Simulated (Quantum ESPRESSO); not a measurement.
## Band energies of Cs2SiF6

```
Cs2SiF6
1.0
    0.00000     4.41410     4.41410
    4.41410     0.00000     4.41410
    4.41410     4.41410     0.00000
F Si Cs
6 1 2
Cartesian
  4.41410   7.12427   4.41410
  4.41410   1.70393   4.41410
  1.70393   4.41410   4.41410
  7.12427   4.41410   4.41410
  4.41410   4.41410   7.12427
  4.41410   4.41410   1.70393
  0.00000   0.00000   0.00000
  6.62115   6.62115   6.62115
  2.20705   2.20705   2.20705
```

PBEsol (Quantum ESPRESSO, PseudoDojo norm-conserving, 84 Ry, without SOC); path ΓXWKΓLUWLK,UX; energies in eV from the valence-band maximum.

```
k (1/Å)  point  band 28  band 29  band 30  band 31  band 32  band 33  band 34  band 35
-------  -----  -------  -------  -------  -------  -------  -------  -------  -------
0.00         Γ    -0.59    -0.59     0.00     0.00     0.00     7.26     8.68     8.68
0.24              -0.58    -0.58    -0.01    -0.01     0.00     7.65     8.82     9.06
0.47              -0.54    -0.54    -0.04    -0.04    -0.01     8.48     9.11     9.13
0.71         X    -0.52    -0.52    -0.05    -0.05    -0.01     8.93     9.13     9.29
0.71         W    -0.72    -0.61    -0.06    -0.03    -0.03     9.13     9.41     9.41
0.96         K    -0.65    -0.54    -0.05    -0.05    -0.01     9.04     9.49     9.50
1.15              -0.72    -0.58    -0.04    -0.03    -0.02     8.81     9.30    10.01
1.53              -0.59    -0.59    -0.01    -0.01     0.00     7.52     8.81     8.90
1.72         Γ    -0.59    -0.59     0.00     0.00     0.00     7.26     8.68     8.68
1.92              -0.59    -0.59    -0.01     0.00     0.00     7.56     8.89     8.89
2.33         L    -0.54    -0.54    -0.04    -0.02    -0.02     8.78     9.46     9.97
2.55              -0.64    -0.55    -0.04    -0.03    -0.02     8.91     9.48     9.71
2.77         U    -0.65    -0.54    -0.05    -0.05    -0.01     9.04     9.49     9.50
2.77         W    -0.72    -0.61    -0.06    -0.03    -0.03     9.13     9.41     9.41
2.90              -0.70    -0.59    -0.06    -0.03    -0.03     9.07     9.43     9.47
3.02              -0.65    -0.57    -0.05    -0.03    -0.03     8.95     9.47     9.62
3.27         L    -0.54    -0.54    -0.04    -0.02    -0.02     8.78     9.46     9.97
3.38              -0.57    -0.54    -0.04    -0.03    -0.02     8.81     9.47     9.86
3.49              -0.64    -0.55    -0.04    -0.03    -0.02     8.91     9.48     9.71
3.71         K    -0.65    -0.54    -0.05    -0.05    -0.01     9.04     9.49     9.50
3.71         U    -0.65    -0.54    -0.05    -0.05    -0.01     9.04     9.49     9.50
3.96         X    -0.52    -0.52    -0.05    -0.05    -0.01     8.93     9.13     9.29
```

The PBEsol gap is direct, 7.26 eV at Γ. Another valence extremum on the path lies within 0.02 eV, too close to call.

Geometry of the Materials Project entry, not relaxed at this level.
